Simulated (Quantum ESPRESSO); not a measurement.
**Kohn-Sham bands of TlBr (Cmcm)**

```
CELL_PARAMETERS angstrom
      4.41951     0.00000     0.00000
      0.00000     0.00000    -4.97176
     -2.20975     6.22227     0.00000
ATOMIC_POSITIONS crystal
  Tl 0.61107 0.25000 0.22214
  Tl 0.38893 0.75000 0.77786
  Br 0.13674 0.75000 0.27348
  Br 0.86326 0.25000 0.72652
```

Cell from Materials Project (mp-568949), symmetrised, no further relaxation. Not found in the COD (Crystallography Open Database) copy used, which has the formula in other groups; not checked further. Computed values, not measurements, from PBEsol: Quantum ESPRESSO (norm-conserving PseudoDojo potentials, cutoff 50 Ry, no spin polarisation, no spin-orbit coupling) on a Γ-centred 8×6×8 mesh, then Wannier90. Density: 8×6×8 mesh, cold smearing 0.01 Ry. Spin-orbit coupling is left out although heavy elements are present.

Energies are relative to the valence-band maximum; weights are on the orthonormalised atomic waves of the pseudopotential files, averaged over the group. 40 electrons a cell are treated as valence.

**Question.** Into which isolated groups do the bands fall, where do they lie and what are they made of?

**Answer.** 
| bands | from (eV) | to (eV) | filling | weight on atomic waves |
|---|---|---|---|---|
| 1–2 | -13.70 | -13.42 | filled | Br 4s 90 %, Tl 6p 8 % |
| 3–12 | -9.97 | -9.75 | filled | Tl 5d 99 % |
| 13–14 | -5.42 | -3.67 | filled | Tl 6s 68 %, Br 4p 23 %, Tl 6p 7 % |
| 15–20 | -2.85 | 0.00 | filled | Br 4p 80 %, Tl 6p 10 %, Tl 6s 8 % |

The Kohn-Sham gap over both meshes and the path is 2.00 eV.
